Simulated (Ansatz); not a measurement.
**Al4Si: pressure against volume**

Al4Si, R-3m, a = 2.803 Å, c = 34.095 Å. The structure is a Materials Project entry; whether it is the stable form wasn't checked. Ansatz: r2SCAN, PAW, 500 eV, Γ-centred 15×15×15 mesh on 5 atoms, Gaussian smearing 0.10 eV; no spin polarisation. Shape and atoms are relaxed at each volume; pressure is positive in compression.

| V (Å³/atom) | P (GPa) |
| --- | --- |
| 14.533 | 6.50 |
| 14.997 | 2.98 |
| 15.460 | 0.00 |
| 15.924 | -2.53 |
| 16.388 | ? |

Task: Take V0 = 15.460 Å³/atom, fit the third-order Birch–Murnaghan form to the other rows, and predict the missing pressure.

Result: With the Eulerian strain f = ½[(V0/V)^(2/3) − 1] and y = P/[3f(1 + 2f)^(5/2)], the form is the line y = B0 + 1.5 B0 (B0′ − 4) f. Rows (f, y): 0.02104, 92.9; 0.01024, 92.2; -0.00976, 90.8. Means f = 0.007173, y = 91.967; Σ(Δf)² = 0.0004884, ΣΔfΔy = 0.03341; the slope is their ratio. y = 91.48 + 68.41 f GPa, so B0 = 91.5 GPa and B0′ = 4 + 2 × (68.41)/(3 × 91.48) = 4.50. At V = 16.388, f = -0.01906, y = 90.18 and P = -4.68 GPa. The run gave -4.66 GPa, so the fit is 0.02 GPa too low, a small miss on the scale of the series. The form still works here, 33 % of the fitted range beyond its end.